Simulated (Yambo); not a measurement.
A G0W0@PBEsol run in Yambo for NaI (rock salt, space group Fm-3m, No. 225) (4×4×4 Γ-centred k mesh, bands 3 to 180 and a 7 Ry block in the screening, 180 bands in G with the Bruneval-Gonze terminator, plasmon pole fitted at 27.2 eV) gives these matrix elements, in eV, at the band edges (Γ → Γ):

```csv
state,E0,<Vxc>,<Σx>,<Σc(E0)>,Z
valence edge,0.000,-11.251,-14.099,1.145,0.811
conduction edge,3.248,-7.624,-3.795,-3.087,0.843
```

Solve the linearised quasiparticle equation for both states, give the gap, and say how exchange and correlation each act on it.

E = E0 + Z(Σx + Σc − Vxc). Valence: 0.000 + 0.811 × (-14.099 + (1.145) − (-11.251)) = -1.38 eV. Conduction: 3.248 + 0.843 × (-3.795 + (-3.087) − (-7.624)) = 3.87 eV. The gap is 5.25 eV, against 3.25 eV in PBEsol. Replacing Vxc by bare exchange alone would open it by 6.68 eV; correlation takes back 4.23 eV of that, and Z scales what is left. Nearest settings tried, and what they do to the gap: 64 bands in G: -11 meV; 3 Ry block (59 vectors against 169): -195 meV; 2×2×2 mesh: -125 meV. Not varied: bands in W. So the settings aren't converged at that level. 

Spin-orbit coupling is included.

Geometry relaxed with PBEsol; primitive cell a = b = c = 4.526 Å, α = β = γ = 60.00°.
